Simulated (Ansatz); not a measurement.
RbH2, a cell with a point defect

```
Rb H
1.0
    -3.00351    0.00706    3.10445
     2.98278   -0.05361    3.08372
    -0.06066    6.13156   -0.04655
Rb H
1 2
Direct
  0.96765 0.98578 0.99937
  0.97394 0.99798 0.46981
  0.43617 0.49501 0.99243
```

The numbers come from plane-wave PAW DFT (Ansatz): r2SCAN, no spin polarisation, 500 eV, 4×4×3 (shifted by 0.5, 0.5, 0.5 steps) k points, fermi-dirac occupations (width 0.1 eV). Nothing was relaxed.

Contacts: Rb–H at 2.87 Å: least valence density 0.07 e/Å³ and ELF 0.06 there. These are pseudo-fields; inside the PAW spheres they differ from the all-electron ones.
Electronic structure: It is a metal, with about 5.3 states/eV a cell as the mean within 0.25 eV of the Fermi level, mostly H s (96 %).
Stress: The pressure is -0.9 GPa (compression positive), so with the atoms held at these fractions the cell would first shrink.
Forces: The largest is on Rb1: 0.12 eV/Å, components (0.08, -0.08, -0.02). It makes 135° with the line to a nearest neighbour, H3 at 2.87 Å, pointing away from it.
Charges: Bader charges in e: Rb +0.83, H -0.51 to -0.32. In the mean Rb gives up most and H takes most.
Formation energy: 0.89 eV an atom against the elements' usual phases (free molecules for gases, crystals otherwise, with no correction for O₂ or N₂), so at this geometry it isn't bound against them. Relaxing would lower it.

Origin: a cell with a point defect, so it need not be a known compound. Caveats: many states at the Fermi level without spin polarisation, so a magnetic state may lie lower; the Fermi level lies in a narrow band between gaps, which spin or distortion may split; the k mesh is coarse if the cell is a metal.

It took 24 s on 2 threads of Arm Neoverse N1, with other jobs on the host, peak memory 0.53 GiB, starting from a saved density. The time holds forces, stress, Bader, DOS, ELF.
